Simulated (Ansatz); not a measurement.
KTaO3 (cubic perovskite)

```yaml
crystal:
  lattice:
    - [3.98532, 0.00000, 0.00000]
    - [0.00000, 3.98532, 0.00000]
    - [0.00000, 0.00000, 3.98532]
  atoms:
    - { symbol: K, position: [0.00000, 0.00000, 0.00000] }
    - { symbol: Ta, position: [0.50000, 0.50000, 0.50000] }
    - { symbol: O, position: [0.00000, 0.50000, 0.50000] }
    - { symbol: O, position: [0.50000, 0.50000, 0.00000] }
    - { symbol: O, position: [0.50000, 0.00000, 0.50000] }
```

The volume is varied about the relaxed value V₀ at fixed cell shape. Symmetry pins the atoms to their sites.

Calculation: PBEsol (plane waves to 420 eV, PAW, scalar-relativistic; Ansatz, a first-principles code). k mesh 9×9×9 (Γ-centred), Fermi-Dirac smearing 0.05 eV. The energy includes the smearing's −TS. Compression counts positive. KTaO3 is run without spin polarisation. KTaO3 was relaxed with its symmetry unable to fall. Spin-orbit coupling is left out, though Ta is heavy. ΔE is measured from the relaxed starting cell.

```tsv
V (Å³/atom)	ΔE (meV/atom)
11.900	32.3
12.027	22.0
12.153	13.8
12.280	7.6
12.406	3.3
12.533	0.8
12.660	0.0
12.786	0.8
12.913	3.1
13.039	6.8
13.166	11.9
13.293	withheld
13.419	25.9
```

Question: Fit a third-order Birch-Murnaghan form (E₀, V₀, B₀, B₀′ free) to the given rows and predict ΔE at V = 13.293.

Answer: Least squares on the 12 given rows: ΔE = E₀ + (9V₀B₀/16)·y²·[2 + (B₀′ − 4)y], y = (V₀/V)^(2/3) − 1, with V₀ = 12.659 Å³/atom, B₀ = 202.8 GPa (160.2 GPa = 1 eV/Å³; the term in eV is multiplied by 1000), B₀′ = 4.55, E₀ = -0.01 meV/atom; root-mean-square residual 0.02 meV/atom. At 13.293 the fit gives 18.3 meV/atom; the calculation gives 18.3 meV/atom, the same to the digits shown. For the pressure the fit gives -8.9 GPa against the computed -8.9 GPa.

(A scan under strain: stresses follow from slopes of the energy per volume, elastic moduli from its curvatures.)
